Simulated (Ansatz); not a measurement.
Ansatz input

```yaml
crystal:
  lattice:
    - [-1.6921425313, 1.3904872887, 1.2398247955]
    - [1.3904872887, -1.6921425313, 1.2398247955]
    - [3.1252761423, 3.1252761423, -1.7923069247]
  atoms:
    - { symbol: Mn, position: [0.9584481413, 0.0415518587, 0.0] }
    - { symbol: Mn, position: [0.7915518587, 0.2084481413, 0.5] }
hamiltonian:
  xc: blyp
  pseudopotentials:
    kind: paw
    azcp:
      Mn: "pseudopotentials/Mn.paw.azcp"
basis:
  ecutwfc: 420
  fft_grid_basis: typed
kpoints:
  mp_grid: { grid: [27, 27, 13], shift: [0, 0, 0] }
magnetization:
  spin_polarized: false
scf:
  occupations: { method: fermi_dirac, width: 0.1 }
```

and its output:

```
Engine: ansatz 0.2.0, x86_64-unknown-linux-gnu
Pseudopotentials: kind: paw
Pseudopotential: Mn, paw, valence charge 15, recommended cutoff 420 eV (normal) 
Functional definition: BLYP
  parameter beta = 0.0042
  parameter a = 0.04918
  parameter b = 0.132
  parameter c = 0.2533
  parameter d = 0.349
  exchange = b88_x(beta = beta)
  correlation = lyp_c(a = a, b = b, c = c, d = d)
Crystal: 2 atoms, lattice volume = 22.222 Å³
Basis set: ecut = 420 eV, 415 PW (Γ), exchange–correlation on 36×36×64 points (8 copies of the dense FFT grid, shifted against one another)
Bands: 19, of which v1, the nominal top of the filled ones, is band 15 counted from 1 (14 counted from 0)
Symmetry: 4 space group operations
Space group: C2/c (ITA 15), of the structure as read, at distance tolerance 2.8e-5 Å
k-points: 2464 of 9477
Non-local potential: Mn, projectors of the file, l = 0: 3, l = 1: 2, l = 2: 3, l = 3: 1
PAW form: soft (Blöchl's): semilocal exchange-correlation on the pseudo side does not see the compensation charge
PAW frozen core: Mn, regenerated for the run's functional, and the local potential with it (the file was generated under x = pbe(κ = 0.804, μ = 0.2195149727645171), c = pbe(β = 0.06672455060314922))
PAW one-centre angular grid: Mn, 590 points (default); XC on 64 Gauss nodes
Initial density: superposition of atomic densities (neutral atoms: chi_scale 0, normalization atom), corrected by the library's trained network
Initial wavefunctions: pseudopotential atomic-orbital guess
Functional: x = b88, c = lyp
SCF iter   1: F=—  HF=-7812.129852 eV  |F-HF|=—  |Δ(HF+E_count)|=         —  Δρ=3.58e-2  dr2=2.15e-1  ethr=1.77e-3  ⟨swp⟩=3.8  Hψ=165659  notcnv=0
SCF iter   2: F=—  HF=-7812.090571 eV  |F-HF|=—  |Δ(HF+E_count)|=   3.93e-2  Δρ=1.27e-2  dr2=3.14e-2  ethr=7.16e-4  ⟨swp⟩=2.1  Hψ=74485  notcnv=0
SCF iter   3: F=—  HF=-7812.084136 eV  |F-HF|=—  |Δ(HF+E_count)|=   6.43e-3  Δρ=2.20e-3  dr2=8.37e-4  ethr=1.05e-4  ⟨swp⟩=2.0  Hψ=65538  notcnv=0
SCF iter   4: F=—  HF=-7812.084229 eV  |F-HF|=—  |Δ(HF+E_count)|=   9.28e-5  Δρ=6.75e-4  dr2=5.44e-5  ethr=2.79e-6  ⟨swp⟩=2.0  Hψ=66854  notcnv=0
SCF iter   5: F=—  HF=-7812.084236 eV  |F-HF|=—  |Δ(HF+E_count)|=   7.23e-6  Δρ=5.35e-5  dr2=4.52e-7  ethr=1.81e-7  ⟨swp⟩=2.0  Hψ=69123  notcnv=0
SCF iter   6: F=-7812.084236 eV  HF=-7812.084236 eV  |F-HF|=1.76e-8  |Δ(HF+E_count)|=   2.74e-8  Δρ=1.43e-5  dr2=2.58e-8  ethr=3.33e-10  ⟨swp⟩=3.0  Hψ=117071  notcnv=0
SCF 1 converged in 6 iterations: F = -7812.084236 eV  dr2 = 2.58e-8
SCF converged after 6 iterations
Free energy (F): -7812.084236 eV
Harris-Foulkes:  -7812.084236 eV  (|F-HF|=1.76e-8)
Internal energy: -7811.983828 eV  (E = F + TS)
E sigma→0 (E₀):  -7812.034032 eV
Entropy (-TS):   -0.100408 eV (-50.204 meV/atom)
Fermi energy:    19.889165 eV
--- Per-component energies (eV) ---
  E_band       = -320.213535
  E_kinetic    = 616.931503
  E_local      = -3203.581240  (includes V_loc(G=0)·N_el)
  E_nonlocal   = 472.909990
  E_hartree    = 1335.157174
  E_xc         = -227.207433
  E_vxc        = -290.480137  (∫ρ·V_xc dr)
  E_paw        = -2612.931355  (= ΣΔE_a)
  E_vpaw       = -586.297900  (= ΣTr[D̂ρ^β])
  E_aug_tail   = -0.000018  (compensation charges beyond the density's cutoff)
  E_ewald      = -4193.287214
  E_core_change = 0.024765  (= ΣΔE_core)
  E_smearing   = -0.100408  (= −TS)
  E_closure    = 0.000000  (closes the sum)
  Σ components = -7812.084236   (vs F -7812.084236, Δ=0.00e0)
```
